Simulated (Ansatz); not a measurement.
Relaxed-ion elastic tensor of CoSi2 (fluorite or antifluorite type, space group No. 225) in GPa (Voigt order), LDA in the plane-wave PAW code Ansatz; density 5.21 g/cm³, 12.22 Å³ per atom.

```
276  167  167  0.0  0.0  0.0
167  276  167  0.0  0.0  0.0
167  167  276  0.0  0.0  0.0
0.0  0.0  0.0  100  0.0  0.0
0.0  0.0  0.0  0.0  100  0.0
0.0  0.0  0.0  0.0  0.0  100
```

Task: Is the crystal mechanically stable?

Result: Yes: the smallest eigenvalue of C is 100 GPa.

Task: Work out the Voigt, Reuss and Hill averages.

Result: K_V = 204, K_R = 204, K_H = 204; G_V = 81.8, G_R = 74.8, G_H = 78.3 GPa.

Task: Give Young's modulus, Poisson's ratio, Pugh's ratio and the universal anisotropy index.

Result: E = 9KG/(3K + G) = 208 GPa; ν = 0.33; K/G = 2.60 (ductile by the Pugh limit of 1.75); A_U = 5G_V/G_R + K_V/K_R − 6 = 0.46.

Task: Estimate the sound speeds and the Debye temperature.

Result: v_l = √((K + 4G/3)/ρ) = 7690 m/s, v_t = √(G/ρ) = 3880 m/s, mean 4350 m/s; Θ = (h/k)(3n/4πV)^(1/3) v_m = 562 K.

Task: Give the Zener ratio and Young's modulus along [100], [110] and [111].

Result: A = 2C44/(C11 − C12) = 1.84; 1/E = S11 − 2(S11 − S12 − S44/2)Γ with Γ = 0, 1/4, 1/3 gives 150, 218, 258 GPa.

Task: Solve the Christoffel equation for the three sound speeds along [100], [110], [111].

Result: Eigenvalues of C_ijkl n_j n_l equal ρv². In km/s, slowest first: [100] 4.38, 4.38, 7.28; [110] 3.23, 4.38, 7.86; [111] 3.65, 3.65, 8.04.

Space group Fm-3m (fluorite or antifluorite type). The cell was relaxed with LDA under the symmetry of its start; phonons on a q-mesh show no instability. The run is not spin-polarised. As this level gives no gap, shear constants depend on the k-mesh and smearing (Fermi–Dirac, 0.1 eV here).

Potentials: the later of the program's two PAW sets.
